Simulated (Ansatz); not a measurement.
Born–Oppenheimer molecular dynamics of a 24-atom Ti19Al5 cell at 18.43 Å³/atom, computed with Ansatz: Langevin thermostat at 1000 K, 57 steps of 3.0 fs, friction 0.015 1/fs. The run is short and the cell small, so it isn't an equilibrium average.

```yaml
crystal:
  lattice:
    - [7.766553, -0.128644, 0.232017]
    - [-0.128644, 7.669709, 0.030364]
    - [0.232017, 0.030364, 7.436665]
  atoms:
    - { symbol: Ti, position: [0.8301390105, 0.4315902392, 0.2967750565] }
    - { symbol: Ti, position: [0.4242592407, 0.195773571, 0.3822724159] }
    - { symbol: Ti, position: [0.7888339895, 0.9606545815, 0.8363092307] }
    - { symbol: Ti, position: [0.3617118608, 0.2094864928, 0.6960516855] }
    - { symbol: Ti, position: [0.1673931053, 0.7266687647, 0.1402222736] }
    - { symbol: Ti, position: [0.0301878223, 0.126195761, 0.2176064081] }
    - { symbol: Ti, position: [0.5555955358, 0.2385795688, 0.0268418143] }
    - { symbol: Ti, position: [0.1901359289, 0.3734185519, 0.0111896641] }
    - { symbol: Ti, position: [0.8656754566, 0.2890222532, 0.9493042657] }
    - { symbol: Ti, position: [0.9376978678, 0.7151523461, 0.499390382] }
    - { symbol: Ti, position: [0.2812053386, 0.8099571063, 0.5989140912] }
    - { symbol: Ti, position: [0.5733497118, 0.8778794421, 0.5757880811] }
    - { symbol: Ti, position: [0.1258579692, 0.9711867757, 0.8855138137] }
    - { symbol: Ti, position: [0.4178908672, 0.8595441221, 0.286099655] }
    - { symbol: Ti, position: [0.7467892676, 0.0041563505, 0.2245189293] }
    - { symbol: Ti, position: [0.1113916051, 0.4671781268, 0.606012677] }
    - { symbol: Ti, position: [0.7034521408, 0.2246339046, 0.6086297192] }
    - { symbol: Ti, position: [0.3417929895, 0.5817271409, 0.8067619854] }
    - { symbol: Ti, position: [0.6766755697, 0.6336023323, 0.1234022835] }
    - { symbol: Al, position: [0.4939188381, 0.5373594657, 0.4638115558] }
    - { symbol: Al, position: [0.9669804191, 0.6659710628, 0.8695990062] }
    - { symbol: Al, position: [0.107190031, 0.0608075899, 0.4930401081] }
    - { symbol: Al, position: [0.6961369713, 0.5470241054, 0.7764839857] }
    - { symbol: Al, position: [0.4218960647, 0.8978144549, 0.938093524] }
  symmetry: { detect: false }
basis:
  ecutwfc: 420
  xc_grid: 1
kpoints:
  mp_grid: { grid: [1, 1, 1], shift: [0.25, 0.25, 0.25] }
hamiltonian:
  xc: pbe
scf:
  occupations: { method: fermi_dirac, width: 0.0862 }
  lower_state_search: "off"
  convergence: { dr2_threshold: 1.0e-05 }
output:
  forces: true
  stress: true
md:
  timestep: 3.0
  n_steps: 57
  ensemble: nvt_langevin
  friction: 0.015
  temperature: 1000.0
  initial_velocities: maxwell_boltzmann
  seed: 3862
```

```bash
ansatz run input.yaml --threads 2 --pin off --max-ram 5120MiB --backend cpu --events-out ev --progress --plain --runs-dir out
```

Computed with DFT PBE, scalar-relativistic, plane waves, PAW (Ansatz).

5 frames, positions in Å (not wrapped into the cell) and forces in eV/Å:

```xyz
24
Lattice="7.767 -0.129 0.232 -0.129 7.670 0.030 0.232 0.030 7.437" Properties=species:S:1:pos:R:3:forces:R:3 pbc="T T T" time_fs=0.0 temperature_K=958 free_energy_over_first_frame_eV=0.000
Ti    6.461    3.212    2.413    0.200   -1.420    0.170
Ti    3.359    1.459    2.947    0.280    0.050   -0.650
Ti    6.197    7.292    6.432   -0.870   -0.710    0.140
Ti    2.944    1.581    5.267   -0.220   -0.250    1.240
Ti    1.239    5.556    1.104   -1.540   -0.870    1.190
Ti    0.269    0.971    1.629    0.190    1.470   -3.560
Ti    4.291    1.759    0.336   -0.740    0.810   -0.640
Ti    1.431    2.840    0.139    0.190   -0.360    0.460
Ti    6.906    2.134    7.269    0.930    0.390   -0.270
Ti    7.307    5.380    3.953   -0.900    1.640   -0.100
Ti    2.219    6.194    4.544   -1.470   -0.070    0.060
Ti    4.474    6.677    4.442    1.200   -0.020    0.680
Ti    1.058    7.459    6.644   -0.980    1.900   -0.520
Ti    3.201    6.547    2.251    0.710    0.560   -0.990
Ti    5.852   -0.057    1.843   -0.630   -0.420    0.380
Ti    0.946    3.587    4.547   -0.410   -1.850   -1.400
Ti    5.576    1.651    4.696    1.230    0.180   -0.850
Ti    2.767    4.442    6.097    0.790   -0.440    1.560
Ti    5.203    4.776    1.094   -0.720    0.500    0.560
Al    3.875    4.072    3.580    0.190   -0.270   -0.180
Al    7.626    5.010    6.711    1.490   -0.670    0.420
Al    0.939    0.468    3.693   -0.290   -0.380    4.000
Al    5.516    4.130    5.953   -0.860   -0.090   -1.320
Al    3.379    6.860    7.101    2.230    0.310   -0.390
24
Lattice="7.767 -0.129 0.232 -0.129 7.670 0.030 0.232 0.030 7.437" Properties=species:S:1:pos:R:3:forces:R:3 pbc="T T T" time_fs=42.0 temperature_K=1523 free_energy_over_first_frame_eV=-2.434
Ti    6.499    3.059    2.256   -0.520   -0.470    0.320
Ti    3.210    1.236    2.928   -0.040    0.170   -0.070
Ti    5.919    7.121    6.653    1.750   -0.220   -0.640
Ti    2.859    1.659    5.278    0.980   -0.760    0.940
Ti    1.105    5.489    1.325   -0.800    0.380    0.060
Ti    0.377    1.158    1.583    0.160   -1.270    1.470
Ti    4.088    1.917    0.312   -0.560    0.200    0.310
Ti    0.969    3.041    0.281    1.420   -0.340    0.020
Ti    6.808    2.179    6.953    0.710   -0.500    0.350
Ti    7.248    5.487    3.796   -0.890    0.250    0.000
Ti    2.202    6.092    4.402   -1.430    0.010    0.470
Ti    4.542    6.632    4.492    0.270   -0.250   -0.880
Ti    0.924    7.680    6.715   -0.110   -0.080    1.370
Ti    3.355    6.561    2.171    0.390   -0.540   -1.710
Ti    5.874   -0.232    1.772    0.420    0.890    0.400
Ti    0.981    3.322    4.370   -0.800   -0.450   -0.930
Ti    5.876    1.463    4.435   -0.640    0.530   -0.400
Ti    2.844    4.366    6.418   -0.470    0.120    0.340
Ti    5.326    4.813    1.104    0.180   -0.110   -0.180
Al    3.743    3.733    3.731    0.320    1.040   -1.000
Al    7.887    4.872    6.477   -0.400    0.720    0.200
Al    0.525    0.382    4.351   -0.390    1.050   -1.720
Al    5.318    4.268    5.705    1.600   -0.490    0.130
Al    3.462    6.977    6.832   -1.150    0.110    1.160
24
Lattice="7.767 -0.129 0.232 -0.129 7.670 0.030 0.232 0.030 7.437" Properties=species:S:1:pos:R:3:forces:R:3 pbc="T T T" time_fs=84.0 temperature_K=1253 free_energy_over_first_frame_eV=-3.418
Ti    6.452    2.873    2.131    0.010    0.570   -0.620
Ti    3.245    1.004    2.909    0.380    0.070    0.410
Ti    6.002    7.060    6.822   -0.780   -0.360   -1.340
Ti    3.112    1.565    5.374   -0.100    0.320   -0.010
Ti    0.767    5.753    1.562   -0.050    0.190   -0.170
Ti    0.755    1.161    1.935   -0.310   -1.030   -0.040
Ti    4.032    2.110    0.477   -0.140   -0.510    0.000
Ti    1.082    3.100    0.281    0.450   -0.370    0.130
Ti    6.839    2.036    6.751    0.340   -0.790    0.730
Ti    6.929    5.720    3.813   -0.240   -0.910   -0.990
Ti    2.156    5.941    4.370   -0.710    0.840   -0.390
Ti    4.625    6.686    4.448   -0.540   -0.460    0.570
Ti    0.779    7.904    6.893    0.350   -0.230    0.580
Ti    3.603    6.321    1.997   -0.880   -0.840    0.700
Ti    5.959    0.055    1.773    0.580   -0.100   -0.020
Ti    0.727    2.928    4.106    0.280    2.130    0.210
Ti    5.863    1.471    3.984   -0.990    0.860    1.380
Ti    2.782    4.407    6.727    0.900    0.420   -0.680
Ti    5.328    4.807    1.039    1.450   -0.080   -0.470
Al    3.769    3.767    3.516    0.020    0.240   -0.500
Al    8.006    5.069    6.298   -0.340   -0.460    0.970
Al    0.249    0.437    4.377    0.990   -0.810    0.660
Al    5.665    3.954    5.567   -1.130    0.630   -0.150
Al    3.205    6.981    7.075    0.470    0.670   -0.970
24
Lattice="7.767 -0.129 0.232 -0.129 7.670 0.030 0.232 0.030 7.437" Properties=species:S:1:pos:R:3:forces:R:3 pbc="T T T" time_fs=129.0 temperature_K=1010 free_energy_over_first_frame_eV=-3.454
Ti    6.417    2.980    1.907    1.570   -0.980    1.980
Ti    3.171    0.821    3.146    0.560    0.710   -0.600
Ti    5.966    7.033    6.789   -0.180   -0.540   -0.790
Ti    3.230    1.796    5.462   -0.150    0.190    0.540
Ti    0.558    6.124    1.619    1.190   -0.890   -0.810
Ti    0.893    1.057    2.084   -0.570    0.870    0.230
Ti    4.183    2.117    0.650   -0.690   -0.340   -0.520
Ti    1.341    3.174    0.265   -0.090   -0.040    0.640
Ti    7.025    1.873    6.732   -0.820    1.600   -0.130
Ti    6.858    5.710    3.709   -0.860   -0.680    0.050
Ti    2.109    6.058    4.322   -0.330   -0.790   -0.220
Ti    4.493    6.795    4.593   -0.360   -1.430    0.470
Ti    0.767    8.121    7.117    0.710   -1.120    0.780
Ti    3.712    6.160    2.002   -0.170    0.670   -0.360
Ti    6.149    0.170    1.725   -0.130   -0.610    0.380
Ti    0.625    3.116    4.270    0.370    0.420   -0.320
Ti    5.779    1.283    4.121    0.280    1.880    0.170
Ti    3.200    4.446    6.741   -0.290    1.020   -0.590
Ti    5.749    4.685    0.897   -0.200    1.170   -0.150
Al    3.939    3.926    3.271   -0.240   -1.220    0.640
Al    8.092    5.187    6.464    0.090   -0.390   -0.060
Al    0.408    0.297    4.607   -0.090    0.470   -0.510
Al    5.612    3.916    5.600    0.270   -0.180   -0.330
Al    3.207    7.195    7.174    0.120    0.210   -0.490
24
Lattice="7.767 -0.129 0.232 -0.129 7.670 0.030 0.232 0.030 7.437" Properties=species:S:1:pos:R:3:forces:R:3 pbc="T T T" time_fs=171.0 temperature_K=911 free_energy_over_first_frame_eV=-4.165
Ti    6.694    2.924    2.061    0.110   -0.310    0.750
Ti    3.435    0.786    3.315   -0.860    0.750   -1.370
Ti    5.805    6.941    6.554    1.440    0.140   -0.060
Ti    3.253    1.862    5.705   -0.060    0.290   -0.790
Ti    0.740    6.081    1.555    0.600   -0.500    0.540
Ti    0.952    1.289    2.149    0.220   -0.700    0.730
Ti    4.208    2.150    0.781    0.560   -0.240   -0.200
Ti    1.593    3.114    0.298   -0.560    0.660    0.690
Ti    7.071    2.178    6.791    0.160   -0.460    0.710
Ti    6.665    5.710    3.715    0.910   -0.380   -0.470
Ti    2.052    5.981    4.112   -0.900   -0.350    0.290
Ti    4.330    6.610    4.731   -0.010   -1.020   -0.320
Ti    0.864    8.075    7.215   -0.030   -0.410   -0.330
Ti    3.712    6.194    1.964    0.340   -1.180    0.270
Ti    6.300   -0.075    1.584   -0.950    0.630    0.750
Ti    0.646    3.318    4.219    0.290    0.020   -0.150
Ti    5.842    1.258    4.393   -0.420    1.320   -0.680
Ti    3.179    4.617    6.554   -0.420    0.890    0.130
Ti    5.893    4.720    0.772   -0.830    0.450    1.300
Al    3.993    3.589    3.347   -0.420    0.510   -0.010
Al    8.159    5.110    6.551    0.320   -0.030   -0.770
Al    0.395    0.393    4.669    0.710    0.050   -0.610
Al    5.557    3.943    5.568    0.390   -0.010   -0.220
Al    3.381    7.418    7.261   -0.600   -0.110   -0.170
```

Over the second half the temperature averages 993 K and the pressure (kinetic part included, positive in compression) -1.7 GPa. Mean square displacements at the end: Al 0.48 Å², Ti 0.40 Å² (from the start of this run, the atoms' common shift taken off).

One k point is coarse for so small a cell, so forces and above all the pressure are rough.

The run took 6.8 min on 2 threads of Intel(R) Xeon(R) Processor @ 2.50GHz (Skylake/Cascade Lake), with other jobs on the host, peak memory 0.72 GiB.